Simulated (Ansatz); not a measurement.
HfO2 (baddeleyite type, space group P2_1/c)

```yaml
crystal:
  lattice:
    - [5.16167, 0.00000, 0.00000]
    - [0.00000, 5.21254, 0.00000]
    - [-0.89783, 0.00000, 5.27699]
  atoms:
    - { symbol: Hf, position: [0.27573, 0.04291, 0.20837] }
    - { symbol: Hf, position: [0.72427, 0.54291, 0.29163] }
    - { symbol: Hf, position: [0.72427, 0.95709, 0.79163] }
    - { symbol: Hf, position: [0.27573, 0.45709, 0.70837] }
    - { symbol: O, position: [0.06716, 0.32866, 0.34845] }
    - { symbol: O, position: [0.93284, 0.82866, 0.15155] }
    - { symbol: O, position: [0.93284, 0.67134, 0.65155] }
    - { symbol: O, position: [0.06716, 0.17134, 0.84845] }
    - { symbol: O, position: [0.44917, 0.75722, 0.47666] }
    - { symbol: O, position: [0.55083, 0.25722, 0.02334] }
    - { symbol: O, position: [0.55083, 0.24278, 0.52334] }
    - { symbol: O, position: [0.44917, 0.74278, 0.97666] }
```

The slice is a (001) plane (indices of the conventional cell) through the point (0.933, 0.829, 0.152) (fractional), spanned by u = [100] and v = [010] in vectors of this cell: u (5.16 Å) and v (5.21 Å, at 90° to u). It covers one period; positions are fractions (u, v).

All values below come from PBE (plane waves to 420 eV, PAW, scalar-relativistic; Ansatz, an electronic-structure program). k mesh 5×5×5. These are valence fields of a PAW run, semicore shells included where kept as valence: close to a nucleus they are smooth pseudo fields. HfO2 is run without spin polarisation. HfO2 was relaxed with its symmetry unable to fall. Spin-orbit coupling is left out, though Hf is heavy. The PAW data are Ansatz's earlier set.

Three fields on this plane, each scaled to ten steps between its own extremes (0 low, 9 high; the total valence density on a logarithmic scale, the potential cut 8 eV below its top; x marks points blanked near nuclei; v = 0 in the bottom row):

Map A
```
|xxxx6444578876557xxx|
|xxx853235688876679xx|
|xx75321246788888889x|
|765310013567789xx987|
|54320000234579xxxx86|
|43221000123469xxxx85|
|44332100123468xxx975|
|45543211124578999864|
|56655322245789987644|
|566654333578xxx86544|
|56666555567xxxxx6433|
|45566788778xxxxx6423|
|34568xxxx989xxx75322|
|3357xxxxxx9888754222|
|4458xxxxxx9765543233|
|6778xxxxxx9644323456|
|xx99xxxxxx954322468x|
|xxx99xxxxx75433358xx|
|xxxx8899987654346xxx|
|xxxx7666677765557xxx|
```

Map B
```
|xxxx3100000110000xxx|
|xxx820000001100000xx|
|xx83100000001000002x|
|442100000000000xx013|
|10000000000000xxxx01|
|00000000000000xxxx00|
|00111000000000xxx000|
|01221100000000000000|
|12332100000000000000|
|122221000001xxx10000|
|01111000000xxxxx0000|
|00000000000xxxxx0000|
|00000xxxx000xxx10000|
|0000xxxxxx0000000000|
|1000xxxxxx0000000001|
|3210xxxxxx0000000134|
|xx10xxxxxx000000149x|
|xxx00xxxxx00000039xx|
|xxxx1000000000013xxx|
|xxxx3100000000002xxx|
```

Map C
```
|xxxx1122100001110xxx|
|xxx000100000011210xx|
|xx00000000000012100x|
|000000000000000xx321|
|10000000001110xxxx63|
|20000000111221xxxx84|
|10000001111221xxx853|
|10000011111110013321|
|00000012211000012110|
|000001222100xxx11000|
|00000134320xxxxx0000|
|00001257520xxxxx0000|
|00112xxxx100xxx00000|
|0124xxxxxx1100000000|
|0137xxxxxx5310000000|
|0125xxxxxx7420000000|
|xx12xxxxxx531100000x|
|xxx01xxxxx11110000xx|
|xxxx1598310010000xxx|
|xxxx1355210001100xxx|
```

Assign the maps to these fields: density of the lowest conduction band (whole band as if filled, smooth part); density of the highest valence band (whole band, smooth part); valence electron density.

A is the valence electron density; B is the density of the highest valence band (whole band, smooth part); C is the density of the lowest conduction band (whole band as if filled, smooth part).
